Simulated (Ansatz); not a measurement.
Bi (I4/mmm), tetragonal deformation path

Computed with DFT PBEsol, scalar-relativistic, plane waves, PAW in Ansatz. Settings: plane waves to 420 eV, k-mesh 12×12×12 (Γ-centred), Gaussian smearing 0.05 eV. Spin–orbit coupling is left out, which can shift energies with elements as heavy as these. No spin polarisation. Energies are free energies at this smearing, counted from the undisturbed cell; pressure is positive in compression.

The starting cell (as given, not relaxed at this level; it stands at -0.1 GPa; this form isn't the usual structure):

```yaml
crystal:
  lattice:
    - [-4.25748, 4.25748, 1.43056]
    - [4.25748, -4.25748, 1.43056]
    - [4.25748, 4.25748, -1.43056]
  atoms:
    - { symbol: Bi, position: [0.00000, 0.00000, 0.00000] }
```

The cell holds chains and no dispersion correction was added, so their binding is poorly described.

At fixed volume and fractional coordinates, lengths along (0.000, 0.000, 1.000) are scaled against those across it; ρ is that ratio over its starting value. The cell is metallic on the mesh throughout.

```
    ρ  ΔE (meV/atom)
0.800          905.5
0.850          454.8
0.920          138.0
0.960           35.1
1.000            0.0
1.050           26.4
1.100          105.0
1.200          345.6
1.300          622.7
```

Task: Predict the pressure (GPa) at each point.

Result:
```tsv
ρ	pressure (GPa)
0.800	6.4
0.850	4.6
0.920	2.1
0.960	1.1
1.000	-0.1
1.050	-1.1
1.100	-1.9
1.200	-2.8
1.300	-3.2
```